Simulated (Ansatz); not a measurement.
Slab of hcp Ti (0001), 7 layers

The slab is cut from the hcp crystal, the stable phase, as relaxed on PAW files (17.40 Å³/atom), with 16 Å of vacuum and a dipole correction:

```yaml
crystal:
  lattice:
    - [2.93995, 0.00000, 0.00000]
    - [-1.46997, 2.54607, 0.00000]
    - [0.00000, 0.00000, 29.94360]
  atoms:
    - { symbol: Ti, position: [0.00000, 0.00000, 0.26717] }
    - { symbol: Ti, position: [0.33333, 0.66667, 0.34478] }
    - { symbol: Ti, position: [0.00000, 0.00000, 0.42239] }
    - { symbol: Ti, position: [0.33333, 0.66667, 0.50000] }
    - { symbol: Ti, position: [0.00000, 0.00000, 0.57761] }
    - { symbol: Ti, position: [0.33333, 0.66667, 0.65522] }
    - { symbol: Ti, position: [0.00000, 0.00000, 0.73283] }
```

Level of theory: DFT with PBE, scalar-relativistic, in Ansatz 0.2.0; a Γ-centred 13×13×1 k mesh, Fermi–Dirac smearing of 0.05 eV, no spin polarisation. LAPW: all electrons, basis error target 1 meV/atom; PAW: frozen-core files, cutoff 420 eV.

The bulk energy comes from a cell in the slab's orientation on a 13×13×7 mesh. The surface energy is (E(slab) − N·E(bulk))/2A at zero smearing, the mean of both faces; thin slabs carry quantum-size effects.

**Question.** As cut, the LAPW slab lies 1.957 eV above 7 atoms of bulk. What surface energy is that?

**Answer.** Over two faces of 7.49 Å² it is 130.7 meV/Å², and times 16.02 J/m² per eV/Å² that gives γ = 2.094 J/m².

| method | γ as cut (J/m²) | γ relaxed (J/m²) | Φ as cut (eV) | Φ relaxed (eV) |
| --- | --- | --- | --- | --- |
| LAPW | 2.094 | 1.972 | 4.47 | 4.41 |
| PAW | 2.092 | 1.970 | 4.47 | 4.41 |

**Question.** How do the spacings between the planes relax (positions relaxed on PAW files)?

**Answer.** From the bottom face up: d12 -7.2 % of 2.324 Å, d23 +3.0 % of 2.324 Å, d34 -0.8 % of 2.324 Å, d45 -0.8 % of 2.324 Å, d56 +3.0 % of 2.324 Å, d67 -7.2 % of 2.324 Å.
